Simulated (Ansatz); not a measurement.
Ba₂YHO₃:
```
Ba2YHO3
1.0
   -2.19434     2.19434     6.78265
    2.19434    -2.19434     6.78265
    2.19434     2.19434    -6.78265
Y O H Ba
1 3 1 2
Direct
  0.01165   0.01165   0.00000
  0.49242   0.99242   0.50000
  0.99242   0.49242   0.50000
  0.17229   0.17229   0.00000
  0.83113   0.83113   0.00000
  0.36345   0.36345   0.00000
  0.63663   0.63663   0.00000
```

Relaxed with r²SCAN.

Map the electron localisation function on the plane through (0.012, 0.012, 0.000) spanned by u = [1, 1, 0] and v = [1, -1, 0] in lattice vectors, from the program Ansatz at the r²SCAN level (PAW).

x is the fraction of u, y of v (the angle between them is 90°; rows are the nearest grid lines); atoms in the plane: Y at (0.00, 0.00), Y at (0.50, 0.50), O at (0.16, 0.00), O at (0.66, 0.50), H at (0.32, 0.50), H at (0.82, 0.00), Ba at (0.35, 0.00), Ba at (0.85, 0.50), Ba at (0.12, 0.50), Ba at (0.62, 0.00).
```
y \ x   0.000  0.100  0.175  0.275  0.375  0.450  0.550  0.625  0.725  0.825  0.900   1.00
------  -----  -----  -----  -----  -----  -----  -----  -----  -----  -----  -----  -----
1.00    0.308  0.617  0.466  0.678  0.010  0.529  0.860  0.000  0.258   1.00  0.102  0.308
0.935   0.789  0.553  0.769  0.633  0.439  0.323  0.809  0.093  0.199   1.00  0.082  0.789
0.839   0.447  0.248  0.648  0.253  0.815  0.042  0.173  0.855  0.047  0.775  0.033  0.447
0.774   0.041  0.042  0.092  0.038  0.214  0.043  0.030  0.227  0.020  0.051  0.024  0.041
0.677   0.047  0.736  0.590  0.384  0.087  0.048  0.052  0.389  0.201  0.810  0.448  0.047
0.613   0.028  0.857  0.870  0.924  0.576  0.568  0.547  0.765  0.430  0.879  0.847  0.028
0.548   0.023  0.239  0.842  0.979  0.837  0.870  0.809  0.823  0.614  0.316  0.854  0.023
0.452   0.023  0.239  0.842  0.979  0.837  0.870  0.809  0.823  0.614  0.316  0.854  0.023
0.387   0.028  0.857  0.870  0.924  0.576  0.568  0.547  0.765  0.430  0.879  0.847  0.028
0.323   0.047  0.736  0.590  0.384  0.087  0.048  0.052  0.389  0.201  0.810  0.448  0.047
0.226   0.041  0.042  0.092  0.038  0.214  0.043  0.030  0.227  0.020  0.051  0.024  0.041
0.161   0.447  0.248  0.648  0.253  0.815  0.042  0.173  0.855  0.047  0.775  0.033  0.447
0.0645  0.789  0.553  0.769  0.633  0.439  0.323  0.809  0.093  0.199   1.00  0.082  0.789
0.000   0.308  0.617  0.466  0.678  0.010  0.529  0.860  0.000  0.258   1.00  0.102  0.308
```

The density is the valence pseudo-density with augmentation charge, so density and ELF within about 1 Å of a nucleus are not all-electron values.

Space group I4mm. The start of the workflow was typed in or built on a structure type; neither database checked (COD, Materials Project) lists it. Whether it is the stable phase at ambient conditions was not checked. The r²SCAN relaxation kept the symmetry of its start; whether a distortion lowers the energy is not shown. The run is not spin-polarised. Spin–orbit coupling is left out wherever it is not named.

Potentials: the earlier of the program's two PAW sets. The files were generated under PBE; for other functionals the program regenerates the frozen cores, and for LDA and PBEsol the local potential too.
